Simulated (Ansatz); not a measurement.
Q: Bi (A7 (α-As type), space group No. 166) is relaxed with the program Ansatz at the PBEsol level (PAW). What lattice parameters of the conventional cell result?

A: a = 4.525 Å, c = 11.649 Å.

Q: Give the free coordinates with the occupied sites.

A: In one choice of origin and axes:

```tsv
atom	site	symmetry	x	y	z
Bi	6c	3m	0.0000	0.0000	0.2367
```

Space group R-3m (A7 (α-As type)). The PBEsol relaxation kept the symmetry of its start. Axis ratios of metals converge slowly with the k-mesh, so a and c are less sure than the volume. Scalar-relativistic: spin–orbit coupling is off unless named, which matters more the heavier the elements.

Potentials: the earlier of the program's two PAW sets. The files were generated under PBE; for other functionals the program regenerates the frozen cores, and for LDA and PBEsol the local potential too.
